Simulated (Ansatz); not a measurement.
Method: DFT PBE, scalar-relativistic, plane waves, PAW (Ansatz). Settings: cutoff 420 eV, Γ-centred meshes spaced at most about 0.3 Å⁻¹, and about 0.25 Å⁻¹ or finer for metals (2π included), Gaussian smearing. No spin polarisation in the final relaxations.

These are static total energies at zero pressure.

Two relaxed structures of Si5Se:

A.

```cif
data_structure
_symmetry_space_group_name_H-M 'P4/mmm'
_symmetry_Int_Tables_number 123
_cell_length_a 2.5988
_cell_length_b 2.5988
_cell_length_c 15.3884
_cell_angle_alpha 90.000
_cell_angle_beta 90.000
_cell_angle_gamma 90.000
_cell_volume 103.93
loop_
_atom_site_label
_atom_site_type_symbol
_atom_site_symmetry_multiplicity
_atom_site_Wyckoff_symbol
_atom_site_fract_x
_atom_site_fract_y
_atom_site_fract_z
_atom_site_occupancy
Si1 Si 2 h 0.50000 0.50000 0.35706 1
Si2 Si 2 g 0.00000 0.00000 0.22213 1
Si3 Si 1 b 0.00000 0.00000 0.50000 1
Se1 Se 1 c 0.50000 0.50000 0.00000 1
```

B.

```cif
data_structure
_symmetry_space_group_name_H-M 'F-43m'
_symmetry_Int_Tables_number 216
_cell_length_a 7.3311
_cell_length_b 7.3311
_cell_length_c 7.3311
_cell_angle_alpha 90.000
_cell_angle_beta 90.000
_cell_angle_gamma 90.000
_cell_volume 394.00
loop_
_atom_site_label
_atom_site_type_symbol
_atom_site_symmetry_multiplicity
_atom_site_Wyckoff_symbol
_atom_site_fract_x
_atom_site_fract_y
_atom_site_fract_z
_atom_site_occupancy
Si1 Si 4 c 0.25000 0.25000 0.25000 1
Si2 Si 16 e 0.87506 0.37506 0.12494 1
Se1 Se 4 a 0.00000 0.00000 0.00000 1
```

Question: Which is lower in energy, and by how much?

Answer: A is lower, by 122 meV/atom. A has space group P4/mmm (No. 123), 17.3 Å³/atom and no gap on its mesh; B has space group F-43m (No. 216), 16.4 Å³/atom and no gap. Counting Si atoms around Se (those within 1.25 times the shortest such distance or 1.15 times the sum of covalent radii; the shortest distance is added where it exceeds 1.18 times the sum of covalent radii), A has Se 8 from 3.9 Å and B has Se 16 from 3.0 Å. A holds Se–Se nets (shortest 2.60 Å); in B the shortest Se–Se distance is 5.18 Å. Even the lower one lies +0.51 eV/atom against the reference forms of the elements (uncorrected), so neither is stable at this level. Both come from invented guesses.

Weakly bound directions are ill-defined at this level, which has no dispersion term (P4/mmm), and this can change margins and order among such cells. Cells relaxed within their symmetry can be saddle points.
